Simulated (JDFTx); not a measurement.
System: Cu(100) (Fm-3m bulk; lattice of mp-30, not re-optimised at this level), 1x1 cell of 4 atoms in 4 planes, area 6.40 Å² a face, 5.4 Å between the outermost planes in a cell 21.4 Å high; k mesh 8×8×1, Fermi width 0.01 Ha, no spin polarisation.

Computed with JDFTx (a modified build): PBE, GBRV ultrasoft potentials, plane waves to 20/100 Ha. Liquid on both sides: CANDLE, water, 0.5 M NaF; nuclei fixed, outer atoms relaxed in vacuum. The electron chemical potential μ is absolute (zero in the bulk liquid) and is turned into a potential by U = −μ/e − 4.44 V vs SHE, a convention. This is a symmetric, unreconstructed model surface, and the continuum liquid cannot react with it. On the negative side CANDLE's cavity feels the periodic box, so those points shift with the cell height. Convergence in thickness and k mesh wasn't tested for this slab.

| U (V vs SHE) | μ (eV) | excess electrons per cell | σ (μC/cm², per face) | run |
|---|---|---|---|---|
| -0.85 | -3.59 | 0.201 | -25.1 | fixed potential |
| -0.65 | -3.79 | 0.159 | -19.9 | fixed potential |
| -0.45 | -3.99 | 0.093 | -11.7 | fixed potential |
| -0.13 | -4.31 | 0.000 | 0.0 | neutral |
| 0.15 | -4.59 | [?] | [?] | fixed potential |
| 0.35 | -4.79 | -0.053 | 6.6 | fixed potential |
| [?] | [?] | -0.120 | 15.0 | fixed charge |

Task: Fill in the missing entries, row by row.

Result: 
- 0.15, excess electrons per cell: -0.030
- 0.15, σ (μC/cm², per face): 3.8
- row 7, U (V vs SHE): 0.90
- 0.90, μ (eV): -5.34
